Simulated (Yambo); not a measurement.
Yambo run on KAuF$_{4}$ (space group I4/mcm, No. 140). The wavefunctions come from this Quantum ESPRESSO step (PBEsol, PseudoDojo standard norm-conserving files, scalar-relativistic):

```
&CONTROL
  calculation = 'nscf'
  pseudo_dir = './pseudo'
  outdir = './out'
/
&SYSTEM
  ibrav = 0
  nat = 12
  ntyp = 3
  ecutwfc = 84.0
  ecutrho = 336.0
  occupations = 'fixed'
  force_symmorphic = .true.
  nbnd = 316
/
&ELECTRONS
  conv_thr = 1.2000000000000002e-08
  diago_full_acc = .true.
  diago_thr_init = 1e-08
/
ATOMIC_SPECIES
F 18.9984 F.upf
K 39.0983 K.upf
Au 196.9666 Au.upf
CELL_PARAMETERS angstrom
 -3.002540000000   3.002540000000   5.663900000000
  3.002540000000  -3.002540000000   5.663900000000
  3.002540000000   3.002540000000  -5.663900000000
ATOMIC_POSITIONS crystal
F   0.956840000000   0.456840000000   0.173780000000
F   0.043160000000   0.543160000000   0.826220000000
F   0.456840000000   0.283060000000   0.500000000000
F   0.543160000000   0.716940000000   0.500000000000
F   0.283060000000   0.783060000000   0.826220000000
F   0.716940000000   0.216940000000   0.173780000000
F   0.783060000000   0.956840000000   0.500000000000
F   0.216940000000   0.043160000000   0.500000000000
K   0.750000000000   0.750000000000   0.000000000000
K   0.250000000000   0.250000000000   0.000000000000
Au   0.000000000000   0.500000000000   0.500000000000
Au   0.500000000000   0.000000000000   0.500000000000
K_POINTS automatic
2 2 2 0 0 0
```

Yambo input:

```
rim_cut
gw0
dyson
el_el_corr
HF_and_locXC
ppa
em1d
RandQpts= 1000000
RandGvec= 1 Ry
EXXRLvcs= 84 Ry
VXCRLvcs= 336 Ry
Chimod= "HARTREE"
% BndsRnXp
 9 | 315 |
%
NGsBlkXp= 7 Ry
% LongDrXp
 1.0 | 1.0 | 1.0 |
%
PPAPntXp= 27.2114 eV
% GbndRnge
 1 | 315 |
%
GTermKind= "BG"
DysSolver= "n"
ExtendOut
% QPkrange
 1 | 1 | 56 | 57 |
 2 | 2 | 56 | 57 |
 3 | 3 | 56 | 57 |
 4 | 4 | 56 | 57 |
%
```

k points by index: 1 = Γ, 2 = X, 3 = N, 4 = Z.

Table of the .qp output:

```
#    K-point    Band    Eo [eV]    E [eV]    E-Eo [eV]    Vxc [eV]    Vnlxc [eV]    Sc|Eo [eV]    Sc|E [eV]    dSc/dw|Eo [eV]    Re(Z)    Im(Z)
#
    1    56    -0.008893    -1.868107    -1.859215    -23.39683    -30.19109    4.528656    4.935049    -5.947564    0.820633    -0.001059
    1    57    2.441029    4.637673    2.196643    -23.80058    -19.32647    -1.834261    -2.277463    -5.490133    0.832113    -0.968649E-3
    2    56    0.000000    -1.854808    -1.854808    -23.40586    -30.18806    4.521795    4.927388    -5.949952    0.820574    -0.001061
    2    57    2.318904    4.485259    2.166355    -23.36710    -18.89837    -1.871645    -2.302379    -5.410277    0.834150    -0.962377E-3
    3    56    -0.251011    -2.164449    -1.913438    -23.01614    -29.97920    4.626030    5.049622    -6.023524    0.818757    -0.001223
    3    57    2.470210    4.677381    2.207171    -23.82741    -19.32841    -1.845776    -2.291828    -5.499045    0.831886    -0.001125
    4    56    -0.002242    -1.855630    -1.853389    -23.39380    -30.18165    4.527960    4.934469    -5.967955    0.820129    -0.001066
    4    57    2.572501    4.819415    2.246914    -24.18795    -19.65161    -1.829789    -2.289423    -5.566227    0.830180    -0.001267
```
(The two width columns are left out.) Convergence of these settings isn't established.

Spin-orbit coupling is not included.

Geometry of the Materials Project entry, not relaxed at this level.
